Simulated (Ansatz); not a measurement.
## VPbI in Ansatz, relaxation

The command:

```bash
ansatz run input.yaml --threads 2 --pin off --max-ram 2560MiB --backend cpu --events-out ev --progress --plain --runs-dir out
```

Input:

```yaml
crystal:
  lattice:
    - [4.346123, 0.0, 0.0]
    - [0.0, 4.346123, 0.0]
    - [0.0, 0.0, 9.02579]
  atoms:
    - { symbol: Pb, position: [0.25, 0.25, 0.16392] }
    - { symbol: Pb, position: [0.75, 0.75, 0.83608] }
    - { symbol: I, position: [0.25, 0.25, 0.66297] }
    - { symbol: I, position: [0.75, 0.75, 0.33703] }
    - { symbol: V, position: [0.75, 0.25, 0.0] }
    - { symbol: V, position: [0.25, 0.75, 0.0] }
  symmetry: { tolerance: 0.0003 }
kpoints:
  mp_grid: { grid: [6, 6, 4], shift: [0, 0, 0] }
magnetization:
  spin_polarized: false
scf:
  occupations: { method: gaussian, width: 0.0104 }
  lower_state_search: "off"
hamiltonian:
  pseudopotentials: { kind: paw }
  xc: pbesol
basis:
  ecutwfc: 420
  fft_grid_basis: typed
relax:
  max_steps: 80
  cell: { p_target: 0.0 }
  f_tol: 0.03
output:
  forces: true
  stress: true
  eigenvalues: true
  bader: true
  populations: true
  elf: true
  write_potential: true
  volumetric_format: npy
  dos:
    e_range: [-12, 8]
    de: 0.05
    projected: { site_lists: { I: [I], Pb: [Pb], V: [V] } }
  write_density: true
checkpoint:
  read: saved_state
```

Origin of the cell: a known structure type with other elements, at an estimated volume, so it need not be a known compound.

The saved state is a converged single point of the same cell.

Steps («new basis» is an SCF on plane waves selected anew at the same cell):

| step | ΔF (meV/atom) | max force component (eV/Å) | P (GPa) | volume (Å³) | SCF iterations | step was |
| --- | --- | --- | --- | --- | --- | --- |
| 1 | 0.0 | 1.275 | 3.60 | 170.49 | 7 | accepted |
| 3 | -74.5 | 0.263 | -0.96 | 166.73 | 8 | accepted |
| 5 | -95.7 | 0.247 | 0.28 | 157.46 | 7 | accepted |
| 7 | -160.8 | 0.898 | 0.94 | 156.23 | 6 | accepted |
| 9 | -371.5 | 0.295 | -0.13 | 148.93 | 8 | accepted |
| 11 | -439.4 | 0.343 | 0.64 | 145.42 | 9 | accepted |
| 13 | -439.5 | 0.219 | -1.67 | 148.82 | 13 | accepted |
| 15 | -443.6 | 0.027 | 0.06 | 146.27 | 7 | accepted |
| 17 | -443.6 | 0.001 | 0.00 | 146.51 | 7 | accepted |
| 19 | -491.5 | 0.124 | 1.16 | 147.46 | 8 | accepted |
| 21 | -517.0 | 0.091 | 0.42 | 150.75 | 10 | accepted |
| 23 | -518.8 | 0.038 | 0.01 | 152.40 | 11 | accepted |
| 25 | -519.6 | 0.007 | -0.06 | 152.41 | 9 | accepted |
| 27 | -519.7 | 0.004 | 0.01 | 152.21 | 7 | accepted |
| 29 | -522.9 | 0.133 | 0.27 | 153.00 | 8 | accepted |
| 31 | -523.5 | 0.036 | 0.05 | 153.98 | 8 | accepted |
| 33 | -523.6 | 0.080 | -0.07 | 154.24 | 6 | rejected |
| 35 | -523.8 | 0.031 | -0.03 | 154.32 | 11 | accepted |
| 37 | -526.0 | 0.088 | 0.01 | 155.20 | 8 | accepted |
| 39 | -542.6 | 0.042 | 1.14 | 155.72 | 10 | accepted |
| 41 | -548.5 | 0.161 | -0.33 | 162.77 | 16 | accepted |
| 43 | -549.8 | 0.004 | -0.13 | 162.83 | 12 | accepted |
| 45 | -554.6 | 0.001 | 0.31 | 162.45 | 11 | new basis |
| 47 | -556.7 | 0.002 | 0.07 | 166.73 | 17 | accepted |
| 49 | -556.9 | 0.002 | -0.03 | 167.30 | 9 | new basis |

Before:

Space group P4/nmm (No. 129); the run's cell has a = 4.346 Å, b = 4.346 Å, c = 9.026 Å, α = 90.00°, β = 90.00°, γ = 90.00°. Shortest distances: Pb–V 2.63 Å, V–V 3.07 Å, I–Pb 3.45 Å.

After:

Space group P4/nmm (No. 129); the run's cell has a = 3.273 Å, b = 3.273 Å, c = 15.614 Å, α = 90.00°, β = 90.00°, γ = 90.00°. Shortest distances: V–V 2.31 Å, Pb–V 3.06 Å, Pb–Pb 3.27 Å, I–I 3.27 Å.

```xyz
6
Lattice="3.2734 0.0000 0.0000 0.0000 3.2734 0.0000 0.0000 0.0000 15.6140" Properties=species:S:1:pos:R:3 pbc="T T T"
Pb    0.8183    0.8183    2.5837
Pb    2.4550    2.4550   13.0303
I     0.8183    0.8183    9.6682
I     2.4550    2.4550    5.9458
V     2.4550    0.8183    0.0000
V     0.8183    2.4550    0.0000
```

```yaml
Free_energy_lowered_by: 556.9 meV/atom
Volume_change: -1.87 %
Final_pressure: -0.03 GPa
Relaxation_steps_listed: 49
Formation_energy_elements_under_the_same_functional_gases_as_molecules_uncorrected: 0.387 eV/atom
Gap_on_the_mesh: none (metal)
```

Caveats: no spin polarisation, so a magnetic state may lie lower; no spin-orbit coupling, though heavy elements are present; the k mesh is coarse if the cell is a metal; the relaxation held the start's symmetry, so the end may be a saddle point.

It ran for 8.1 min on 2 threads of Arm Neoverse V1, with other jobs on the host, peak memory 0.62 GiB, from a saved density.
